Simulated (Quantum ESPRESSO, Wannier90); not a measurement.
BaS2 (C2/c), plane waves to Wannier functions

Materials Project entry mp-684; symmetrised, unrelaxed at this level. COD (Crystallography Open Database) has an entry of this formula and space group (matched by these alone). Method: LDA plane waves in Quantum ESPRESSO 7.5 (PseudoDojo norm-conserving files, 46 Ry, no spin polarisation, no spin-orbit coupling), Bloch states on a 4×4×4 mesh through Γ, Wannier90 4.0.1. Density: 8×8×8 mesh, cold smearing 0.01 Ry. Spin-orbit coupling is left out although heavy elements are present.

On the energy scale of pw.x, whose zero is arbitrary, the valence-band maximum lies at 5.41 eV.

Input w.win:

```
num_bands = 4
num_wann = 4
exclude_bands = 1-18,23-50
num_iter = 1000
conv_tol = 1.0e-6
conv_window = 4
write_hr = true
write_u_matrices = true
auto_projections = true
begin unit_cell_cart
ang
    0.0000000000   -4.8073600000    0.0000000000
   -4.6856750000   -2.4036800000    0.0000000000
   -0.4164650000   -2.4036800000   -8.0412990000
end unit_cell_cart
begin atoms_frac
Ba   0.1424300000 -0.2500000000  0.2500000000
Ba  -0.1424300000  0.2500000000 -0.2500000000
S    0.4846900000 -0.1970400000 -0.4796400000
S   -0.4846900000  0.1970400000  0.4796400000
S   -0.1919900000 -0.3029600000 -0.0203600000
S    0.1919900000  0.3029600000  0.0203600000
end atoms_frac
mp_grid = 4 4 4
begin kpoints
0.0000000000 0.0000000000 0.0000000000
0.0000000000 0.0000000000 0.2500000000
0.0000000000 0.0000000000 0.5000000000
... (61 more lines: the 4x4x4 mesh through Gamma)
end kpoints
```

Input of pw2wannier90.x that gives the overlap and projection files (equivalent; here they were cut from one run over all bands):

```
&inputpp
  outdir = './out'
  prefix = 'pwscf'
  seedname = 'w'
  write_amn = .true.
  write_mmn = .true.
  scdm_proj = .true.
  scdm_entanglement = 'isolated'
/
```

Output w.wout (banner and timings cut):

```
                                    ------
                                    SYSTEM
                                    ------

                              Lattice Vectors (Ang)
                    a_1     0.000000  -4.807360   0.000000
                    a_2    -4.685675  -2.403680   0.000000
                    a_3    -0.416465  -2.403680  -8.041299

                   Unit Cell Volume:     181.13610  (Ang^3)

                        Reciprocal-Space Vectors (Ang^-1)
                    b_1     0.670467  -1.306993   0.355958
                    b_2    -1.340935   0.000000   0.069448
                    b_3     0.000000  -0.000000  -0.781364

 *----------------------------------------------------------------------------*
 |   Site       Fractional Coordinate          Cartesian Coordinate (Ang)     |
 +----------------------------------------------------------------------------+
 | ba   1   0.14243  -0.25000   0.25000   |    1.06730  -0.68471  -2.01032    |
 | ba   2  -0.14243   0.25000  -0.25000   |   -1.06730   0.68471   2.01032    |
 | s    1   0.48469  -0.19704  -0.47964   |    1.12302  -0.70356   3.85693    |
 | s    2  -0.48469   0.19704   0.47964   |   -1.12302   0.70356  -3.85693    |
 | s    3  -0.19199  -0.30296  -0.02036   |    1.42805   1.70012   0.16372    |
 | s    4   0.19199   0.30296   0.02036   |   -1.42805  -1.70012  -0.16372    |
 *----------------------------------------------------------------------------*
                                ------------
                                K-POINT GRID
                                ------------

             Grid size =  4 x  4 x  4      Total points =   64

 *---------------------------------- MAIN ------------------------------------*
 |  Number of Wannier Functions               :                 4             |
 |  Number of Objective Wannier Functions     :                 4             |
 |  Number of input Bloch states              :                 4             |
 |  Output verbosity (1=low, 5=high)          :                 1             |
 |  Timing Level (1=low, 5=high)              :                 1             |
 |  Optimisation (0=memory, 3=speed)          :                 3             |
 |  Length Unit                               :               Ang             |
 |  Post-processing setup (write *.nnkp)      :                 F             |
 |  Using Gamma-only branch of algorithms     :                 F             |
 *----------------------------------------------------------------------------*
 *------------------------------- WANNIERISE ---------------------------------*
 |  Total number of iterations                :              1000             |
 |  Number of CG steps before reset           :                 5             |
 |  Trial step length for line search         :             2.000             |
 |  Convergence tolerence                     :         0.100E-05             |
 |  Convergence window                        :                 4             |
 |  Iterations between writing output         :                 1             |
 |  Iterations between backing up to disk     :               100             |
 |  Write r^2_nm to file                      :                 F             |
 |  Write xyz WF centres to file              :                 F             |
 |  Write on-site energies <0n|H|0n> to file  :                 F             |
 |  Use guiding centre to control phases      :                 F             |
 |  Use phases for initial projections        :                 F             |
 *----------------------------------------------------------------------------*
 *-------------------------------- PLOTTING ----------------------------------*
 |  Plotting Hamiltonian in WF basis          :                 T             |
 *----------------------------------------------------------------------------*

       ... (k-mesh section left out)

 Starting a new Wannier90 calculation ...

 Reading overlaps from w.mmn

 Reading projections from w.amn

 *------------------------------- WANNIERISE ---------------------------------*
 +--------------------------------------------------------------------+<-- CONV
 | Iter  Delta Spread     RMS Gradient      Spread (Ang^2)            |<-- CONV
 +--------------------------------------------------------------------+<-- CONV

 ------------------------------------------------------------------------------
 Initial State
  WF centre and spread    1  ( -0.207150,  1.188444, -4.018879 )     4.76092548
  WF centre and spread    2  (  2.334799,  1.223458,  0.005109 )     4.80068465
  WF centre and spread    3  ( -0.221573,  1.190644, -4.019677 )     4.44690390
  WF centre and spread    4  ( -2.331122, -1.204074, -0.004304 )     4.36759376
  Sum of centres and spreads ( -0.425046,  2.398472, -8.037751 )    18.37610778

      0     0.184E+02     0.0000000000       18.3761077782  <-- CONV
        O_D=      0.5138621 O_OD=      1.0002151 O_TOT=     18.3761078 <-- SPRD
 ------------------------------------------------------------------------------
      1    -0.116E+01     1.4875219234       17.2188936572  <-- CONV
        O_D=      0.1443314 O_OD=      0.2125316 O_TOT=     17.2188937 <-- SPRD
      2    -0.209E+00     0.9147859560       17.0103745743  <-- CONV
        O_D=      0.0084294 O_OD=      0.1399146 O_TOT=     17.0103746 <-- SPRD
      3    -0.273E-01     0.3272577179       16.9831046873  <-- CONV
        O_D=      0.0031291 O_OD=      0.1179450 O_TOT=     16.9831047 <-- SPRD
      4    -0.992E-02     0.1905029994       16.9731855251  <-- CONV
        O_D=      0.0007134 O_OD=      0.1104414 O_TOT=     16.9731855 <-- SPRD
      5    -0.145E-02     0.0860255520       16.9717307549  <-- CONV
        O_D=      0.0002351 O_OD=      0.1094650 O_TOT=     16.9717308 <-- SPRD
       ... (lines left out)
    100    -0.211E-04     0.0059989707       16.9690611946  <-- CONV
        O_D=      0.0000078 O_OD=      0.1070228 O_TOT=     16.9690612 <-- SPRD
       ... (lines left out)
    200    -0.390E-04     0.0113515068       16.9666400648  <-- CONV
        O_D=      0.0000084 O_OD=      0.1046010 O_TOT=     16.9666401 <-- SPRD
       ... (lines left out)
    300    -0.640E-05     0.0041647113       16.9643501900  <-- CONV
        O_D=      0.0000018 O_OD=      0.1023178 O_TOT=     16.9643502 <-- SPRD
       ... (lines left out)
    400    -0.193E-04     0.0058244371       16.9622632114  <-- CONV
        O_D=      0.0000068 O_OD=      0.1002258 O_TOT=     16.9622632 <-- SPRD
       ... (lines left out)
    500    -0.245E-04     0.0090648416       16.9604415689  <-- CONV
        O_D=      0.0000051 O_OD=      0.0984058 O_TOT=     16.9604416 <-- SPRD
       ... (lines left out)
    600    -0.316E-05     0.0029029248       16.9591485153  <-- CONV
        O_D=      0.0000006 O_OD=      0.0971173 O_TOT=     16.9591485 <-- SPRD
       ... (lines left out)
    700    -0.751E-05     0.0036687081       16.9582379032  <-- CONV
        O_D=      0.0000025 O_OD=      0.0962048 O_TOT=     16.9582379 <-- SPRD
       ... (lines left out)
    800    -0.766E-05     0.0050683567       16.9576027270  <-- CONV
        O_D=      0.0000016 O_OD=      0.0955705 O_TOT=     16.9576027 <-- SPRD
       ... (lines left out)
    900    -0.862E-06     0.0015145326       16.9572239860  <-- CONV
        O_D=      0.0000001 O_OD=      0.0951932 O_TOT=     16.9572240 <-- SPRD
       ... (lines left out)
    912    -0.814E-06     0.0014712647       16.9571886263  <-- CONV
        O_D=      0.0000001 O_OD=      0.0951579 O_TOT=     16.9571886 <-- SPRD
    913    -0.812E-06     0.0020120401       16.9571878141  <-- CONV
        O_D=      0.0000000 O_OD=      0.0951572 O_TOT=     16.9571878 <-- SPRD
    914    -0.957E-06     0.0014689888       16.9571868575  <-- CONV
        O_D=      0.0000002 O_OD=      0.0951561 O_TOT=     16.9571869 <-- SPRD
             <<<     Delta < 1.000E-06  over  4 iterations     >>>
             <<< Wannierisation convergence criteria satisfied >>>
 Final State
  WF centre and spread    1  ( -0.208233,  1.201840, -4.020650 )     4.37931711
  WF centre and spread    2  (  2.342839,  1.201840,  0.000000 )     4.38293340
  WF centre and spread    3  ( -0.208232,  1.201840, -4.020649 )     4.09911318
  WF centre and spread    4  ( -2.342839, -1.201840,  0.000000 )     4.09582317
  Sum of centres and spreads ( -0.416465,  2.403679, -8.041299 )    16.95718686

         Spreads (Ang^2)       Omega I      =    16.862030635
        ================       Omega D      =     0.000000157
                               Omega OD     =     0.095156066
    Final Spread (Ang^2)       Omega Total  =    16.957186857
```
